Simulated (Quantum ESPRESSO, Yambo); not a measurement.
For RbCaH$_{3}$ (cubic perovskite, space group Pm-3m, No. 221), Yambo gives the independent-particle static dielectric constant along x as 3.42 on PBEsol bands and 2.78 after a scissor of 2.44 eV widens every gap (4×4×4 mesh, 130 bands, 3 Ry local-field block, 0.2 eV broadening).

A scissor keeps the position matrix elements. In a one-oscillator model, how does ε − 1 scale, and what mean transition energy do the two values imply?

Each transition adds |r|²/E to ε − 1, so ε − 1 ∝ 1/(E0 + Δ). Then (2.78 − 1)/(3.42 − 1) = E0/(E0 + Δ) = 0.736, and E0 = Δ(ε' − 1)/(ε − ε') = 6.8 eV. The computed Im ε, weighted by 1/E up to 20 eV, has its mean at 7.3 eV; the smallest direct PBEsol gap is 3.07 eV. The scissor comes from a G0W0 run whose convergence isn't established. Convergence of the RPA response with its 4×4×4 mesh was not tested.

Bands from Quantum ESPRESSO.

Geometry of the Materials Project entry, not relaxed at this level; primitive cell a = b = c = 4.5210 Å, α = β = γ = 90.00°.
